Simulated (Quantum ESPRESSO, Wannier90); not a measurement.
Wannierisation of InGaAs₂ (P-4m2)

```xyz
4
Lattice="4.2250 0.0000 0.0000 0.0000 4.2250 0.0000 0.0000 0.0000 5.9622" Properties=species:S:1:pos:R:3 pbc="T T T"
In     0.0000     0.0000     2.9811
Ga     2.1125     2.1125     0.0000
As     2.1125     0.0000    -1.3804
As     0.0000     2.1125     1.3804
```

Cell from Materials Project (mp-1223781), symmetrised, no further relaxation. Not found in the COD (Crystallography Open Database) copy used; not checked further. Method: PBEsol plane waves in Quantum ESPRESSO 7.5 (PseudoDojo norm-conserving files, 68 Ry, spinors with spin-orbit coupling), Bloch states on a 4×4×4 mesh through Γ, Wannier90 4.0.1. Density: 8×8×6 mesh, cold smearing 0.01 Ry. With spin-orbit coupling a semilocal functional can close or falsely invert a small gap; the band order was not checked against a better method. The gap is small at this level and was sampled on the meshes and a path alone.

The plane-wave run has 92 bands and 56 electrons a cell. On the energy scale of pw.x, whose zero is arbitrary, the valence-band maximum lies at 7.58 eV.

Isolated groups of bands, relative to the valence-band maximum (bands from 57 on overlap up to the last one computed):

```tsv
bands	from (eV)	to (eV)	filling	weight on atomic waves
1–8	-35.62	-35.61	filled	As 3d 100 %
9–20	-34.90	-34.88	filled	As 3d 100 %
21–24	-15.09	-15.06	filled	Ga 3d 99 %
25–34	-14.84	-14.59	filled	Ga 3d 60 %, In 4d 39 %
35–40	-14.05	-13.90	filled	In 4d 98 %
41–44	-12.00	-9.93	filled	As 4s 62 %, Ga 4p 11 %, In 5p 10 %
45–56	-6.62	0.00	filled	As 4p 59 %, Ga 4p 11 %, In 5p 11 %
```

Input w.win, without the blocks of cell, atoms and k-points (64 lines):

```
num_bands = 51
num_wann = 32
exclude_bands = 1-40
spinors = true
num_iter = 1000
conv_tol = 1.0e-6
conv_window = 4
dis_num_iter = 1000
dis_conv_tol = 1.0e-6
dis_froz_max = 9.15
write_hr = true
write_u_matrices = true
begin projections
f=-0.00930,-0.00213,0.50496: s;p
f=0.50560,0.50893,-0.00381: s;p
f=0.49272,0.00531,-0.23696: s;p
f=-0.00158,0.49989,0.23983: s;p
end projections
mp_grid = 4 4 4
```

Problem. This input has a fault. Which, and what does the program do?

Solution. wannier90.x stops with:
```
w90_wannier90_readwrite_read: mismatch in w.eig
```
num_bands differs from the number of bands in the files, which is the number computed minus those excluded. Mended as below, all else unchanged, the run goes through (Ω_I = 46.9 Å²) and follows the plane-wave bands to 7.4 meV rms (states up to 1.1 eV relative to the valence-band maximum).
```
num_bands = 52
```
